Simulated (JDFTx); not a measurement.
V(211) slab cut from bulk V (space group Im-3m, indices of the conventional cell, lattice of the Materials Project entry mp-146, not re-optimised): 8 atoms in 8 planes, a 1x1 cell of 10.89 Å² (|a| = 2.583, |b| = 4.218 Å), 8.5 Å between the outermost planes, cell height 24.5 Å, 8×6×1 k mesh, Fermi smearing 0.01 Ha, no spin polarisation. Neither spin polarisation nor a larger cell was tried.

Method: PBE, GBRV ultrasoft potentials, plane waves to 20/100 Ha, in a modified build of JDFTx. Vacuum. The outer atoms relax from bulk positions, keeping the cell's symmetry; the lattice is not PBE's own optimum in this code, and that strain can shift the moves by a few hundredths of an ångström. Input:

```
lattice \
  4.8808491877 0.0000000000 0.0000000000 \
  0.0000000000 7.9703933637 0.0000000000 \
  0.0000000000 0.0000000000 46.2982900533
coords-type Lattice
ion V 0.7500000000 0.5000000000 -0.1739371000 1
ion V 0.0833333330 0.0000000000 -0.1242407860 0
ion V 0.4166666670 0.5000000000 -0.0745444720 0
ion V 0.7500000000 0.0000000000 -0.0248481570 0
ion V 0.0833333330 0.5000000000 0.0248481570 0
ion V 0.4166666670 0.0000000000 0.0745444720 0
ion V 0.7500000000 0.5000000000 0.1242407860 0
ion V 0.0833333330 0.0000000000 0.1739371000 1
ion-species pseudo/v_pbe_v1.4.upf
elec-cutoff 20 100
elec-ex-corr gga-PBE
coulomb-interaction Slab 001
coulomb-truncation-embed 0 0 0
kpoint-folding 8 6 1
elec-smearing Fermi 0.01
lcao-params 10
elec-n-bands 68
electronic-scf nIterations 100 energyDiffThreshold 1e-07
ionic-minimize nIterations 10 energyDiffThreshold 1e-5 knormThreshold 4e-4
dump-name vac.$VAR
dump End State Ecomponents EigStats BandEigs Forces ElecDensity IonicPositions Fillings Kpoints Dtot
```

Q: How far do the free atoms of the upper face move along the normal, and how much energy is released?

A: V (atom 8) -0.13 Å (positive: outward). The free energy falls by 0.115 eV per cell, 85 mJ/m².
